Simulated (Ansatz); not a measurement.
GaN (wurtzite)

```
GaN
1.0
    3.18330     0.00000     0.00000
   -1.59165     2.75682     0.00000
    0.00000     0.00000     5.18388
Ga N
2 2
Direct
  0.66667   0.33333   0.00099
  0.33333   0.66667   0.50099
  0.66667   0.33333   0.62421
  0.33333   0.66667   0.12421
```

The slice is a (1 -1 0 0) plane (indices of the conventional cell) through the point (0.333, 0.667, 0.501) (fractional), spanned by u = [110] and v = [001] in vectors of this cell: u (3.18 Å) and v (5.18 Å, at 90° to u). It covers one period; positions are fractions (u, v).

The numbers are results of r2SCAN (plane waves to 500 eV, PAW, scalar-relativistic; Ansatz, a program for electronic structure), not measurements. k mesh 12×12×7. Inside the PAW spheres the values are not all-electron values, and peaks at nuclei hang on which shells count as valence. GaN was relaxed with its symmetry unable to fall. The PAW data are Ansatz's earlier set.

Task: Around which element is the density of the highest valence band (whole band, smooth part) largest on this plane?

Result: N. Mean over a disc round each atom, of radius 0.45 times the shortest bond: N 0.182, Ga 0.011 e/Å³.

Task: What is the ELF at the density minimum of the shortest Ga–N line in this plane (1.95 Å)?

Result: 0.3.

Task: What is the valence density on the shortest Ga–N line in this plane (1.95 Å), at its minimum between the atoms?

Result: 0.70 e/Å³.

Task: Sketch the electron localisation function (ELF) on this plane as a map.

Result: 
```
|xxxxxx  ..::::::--======--::::::..  xxxx|
|xxxx    ..::....::::::::::....::..    xx|
|      ..::......................::..    |
|......::........          ........::....|
|::::::::::....              ....::::::::|
|++++======--::..          ..::--======++|
|%%%%%%##**++--..          ..--++**##%%%%|
|@@@@@@@@%%**==::..      ..::==**%%@@@@@@|
|@@@@@@@@%%##**--..      ..--**##%%@@@@@@|
|xxxx%%@@@@%%**==::..  ..::==**%%@@@@%%xx|
|xxxxxx%%@@%%##++::......::++##%%@@%%xxxx|
|xxxxxx%%@@@@##++::......::++##@@@@%%xxxx|
|xxxxxx%%@@@@##==::......::==##@@@@%%xxxx|
|xxxx%%@@@@%%**--::......::--**%%@@@@%%xx|
|##%%@@@@@@%%++--::......::--++%%@@@@@@%%|
|%%@@@@@@%%**==::....::....::==**%%@@@@@@|
|%%%%%%##**++--::....::....::--++**##%%%%|
|******++==--::..............::--==++****|
|====----::::..................::::----==|
|........................................|
|              ..............            |
|            ....::::::::::....          |
|          ....::----==----::....        |
|        ....::--==++++++==--::....      |
|..........::--==++******++==--::........|
|........::--==++****##****++==--::......|
|::::::..::--==**##########**==--::..::::|
|........::::==**##########**==::::......|
|      ..::::--**##########**--::::..    |
|xxxx    ..::--++##########++--::..    xx|
|xxxxxx  ..::::==****##****==::::..  xxxx|
|xxxxxx  ..::::--++++**++++--::::..  xxxx|
```
Scale: ten equal steps from 0.03 (start of ' ') to 0.85 (end of '@'), in the order ' .:-=+*#%@'. Values: electron localisation function (ELF). The map has 20 points along u (two characters each, u = 0 at the left) and 32 along v (v = 0 in the bottom row). Points within 0.4 Å of a nucleus are blanked (x), as the pseudised field means little there.
